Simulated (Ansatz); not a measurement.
Nb (bcc, W type)

```xyz
1
Lattice="-1.6548 1.6548 1.6548 1.6548 -1.6548 1.6548 1.6548 1.6548 -1.6548" Properties=species:S:1:pos:R:3 pbc="T T T"
Nb     0.0000     0.0000     0.0000
```

The slice is a {211} plane (indices of the conventional cell) through the point (0.000, 0.000, 0.000) (fractional), spanned by u = [111] and v = [1 0 -1] in vectors of this cell: u (2.87 Å) and v (4.68 Å, at 90° to u). It covers one period; positions are fractions (u, v).

All values below come from PBE (plane waves to 420 eV, PAW, scalar-relativistic; Ansatz, an electronic-structure program). k mesh 20×20×20. Near the nuclei the fields are pseudised (PAW); where an atom keeps semicore shells as valence, they peak there. Nb is run without spin polarisation. Nb was relaxed with its symmetry unable to fall.

Question: What is the ELF at the midpoint of the shortest Nb–Nb line in this plane (2.87 Å)?

Answer: 0.25.

Question: What is the valence density on the shortest Nb–Nb line in this plane (2.87 Å), at its midpoint?

Answer: 0.28 e/Å³.

Question: Predict the map of the electrostatic potential energy of an electron, from the cell's mean on the slice.

Answer: 
| v \ u | 0.00 | 0.15 | 0.30 | 0.45 | 0.60 | 0.75 | 0.90 |
|---|---|---|---|---|---|---|---|
| 0.94 | x | x | x | 8.0 | 5.4 | x | x |
| 0.84 | x | x | 4.1 | 11.0 | 9.8 | <4.0 | x |
| 0.75 | 5.5 | 7.5 | 10.9 | 12.8 | 12.4 | 9.8 | 6.5 |
| 0.66 | 12.0 | 11.9 | 11.6 | 11.5 | 11.5 | 11.7 | 11.9 |
| 0.56 | 12.3 | 11.5 | 9.8 | 8.9 | 9.0 | 10.3 | 11.9 |
| 0.47 | 12.2 | 11.2 | 9.4 | 8.3 | 8.5 | 9.9 | 11.7 |
| 0.38 | 12.4 | 12.0 | 11.1 | 10.6 | 10.7 | 11.4 | 12.2 |
| 0.28 | 9.0 | 9.9 | 11.6 | 12.6 | 12.4 | 11.1 | 9.4 |
| 0.19 | x | x | 7.2 | 11.9 | 11.0 | 4.2 | x |
| 0.09 | x | x | x | 8.9 | 6.8 | x | x |
| 0.00 | x | x | x | 7.1 | 4.1 | x | x |

Values: electrostatic potential energy of an electron, from the cell's mean, in eV. Points within 1 Å of a nucleus are blanked (x), as the pseudised field means little there. Values under 4 eV are set to 4. The zero, the cell's mean, hangs on the PAW cores.
